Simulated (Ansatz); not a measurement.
CaMoO₄:
```
CELL_PARAMETERS angstrom
     -2.56752     2.56752     5.53124
      2.56752    -2.56752     5.53124
      2.56752     2.56752    -5.53124
ATOMIC_POSITIONS crystal
  Ca 0.50000 0.50000 0.00000
  Ca 0.25000 0.75000 0.50000
  Mo 0.00000 0.00000 0.00000
  Mo 0.75000 0.25000 0.50000
  O  0.15515 0.75494 0.08452
  O  0.50494 0.92042 0.09979
  O  0.67042 0.07062 0.91548
  O  0.82062 0.40515 0.90021
  O  0.59485 0.49506 0.41548
  O  0.24506 0.32958 0.40021
  O  0.07958 0.17938 0.58452
  O  0.92938 0.84485 0.59979
```

Relaxed with LDA.

Problem. Give the optical modes at the zone centre with their infrared activity from DFPT, plane-wave PAW LDA (Ansatz code).

Solution. Transverse frequencies, without the LO–TO term; a row sums one degenerate level.

| ω (cm⁻¹) | degeneracy | IR ((D/Å)²/amu) | activity | symmetry |
|---|---|---|---|---|
| 101 | 1 | 0.00 | IR-inactive | Bg |
| 141 | 2 | 6.97 | IR | Eu |
| 151 | 2 | 0.00 | IR-inactive | Eg |
| 196 | 1 | 0.01 | IR-inactive | Au |
| 204 | 2 | 0.00 | IR-inactive | Eg |
| 219 | 2 | 25.50 | IR | Eu |
| 220 | 1 | 0.00 | IR-inactive | Ag |
| 232 | 1 | 0.00 | IR-inactive | Bg |
| 239 | 1 | 17.40 | IR | Au |
| 259 | 1 | 0.00 | IR-inactive | Bu |
| 291 | 2 | 0.00 | IR-inactive | Eg |
| 317 | 2 | 14.19 | IR | Eu |
| 320 | 1 | 0.00 | IR-inactive | Ag |
| 334 | 1 | 0.00 | IR-inactive | Bg |
| 397 | 1 | 0.00 | IR-inactive | Bg |
| 409 | 2 | 0.00 | IR-inactive | Eg |
| 433 | 1 | 5.30 | IR | Au |
| 439 | 1 | 0.00 | IR-inactive | Bu |
| 779 | 1 | 52.89 | IR | Au |
| 800 | 2 | 102.58 | IR | Eu |
| 804 | 2 | 0.00 | IR-inactive | Eg |
| 849 | 1 | 0.00 | IR-inactive | Bg |
| 885 | 1 | 0.00 | IR-inactive | Ag |
| 891 | 1 | 0.00 | IR-inactive | Bu |

Problem. How high does the top mode go among those that the LO–TO term moves?

Solution. 916 cm⁻¹ for q along x, 916 cm⁻¹ for q along y, 899 cm⁻¹ for q along z.

Space group I4_1/a. The workflow started from a Materials Project entry (that database holds measured and hypothetical structures alike); the Crystallography Open Database files this formula in space group No. 88, but the cells were not matched. Whether it is the stable phase at ambient conditions was not checked. The cell was relaxed with LDA under the symmetry of its start; of distortions, only those at the zone centre were tested. No spin polarisation was allowed. No Hubbard U is applied.

Potentials: the later of the program's two PAW sets.
